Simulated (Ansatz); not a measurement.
Starting cell, Pd (fcc, Cu type):

```
Pd
1.0
    3.94276     0.00000     0.00000
    0.00000     3.94276     0.00000
    0.00000     0.00000     3.94276
Pd
4
Direct
  0.00000   0.00000   0.00000
  0.50000   0.50000   0.00000
  0.50000   0.00000   0.50000
  0.00000   0.50000   0.50000
```

In this cell atom 4 (Pd, nearest neighbour Pd at 2.788 Å; its periodic images, 3.9 Å or more away, move with it) is moved by s along Cartesian z, unit vector (0.000, 0.000, 1.000); all other atoms and the cell stay fixed.

These are PBE (plane waves to 420 eV, PAW, scalar-relativistic; Ansatz, a quantum-chemistry and plane-wave program) values and carry that method's errors. k mesh 10×10×10 (Γ-centred), Fermi-Dirac smearing 0.05 eV. Energies are smeared free energies. With partly filled bands, energies and forces of such displacements shift with the k mesh and the smearing. Pd is run without spin polarisation. Pd was relaxed with its symmetry unable to fall. ΔE is measured from the undisplaced structure.

The scan covers s from -0.280 to 0.280 Å in 11 points.

**Question.** Is the energy the same for equal positive and negative displacements?

**Answer.** Even: the same for both signs. With its periodic images moving along, the atom's site symmetry in this cell is m-3m.

**Question.** What is the force constant k = d²E/ds² of this move at s = 0?

**Answer.** 8.49 eV/Å².

(A displaced cell: forces are minus the slopes of the energy, force constants its curvatures, and phonons follow from these.)
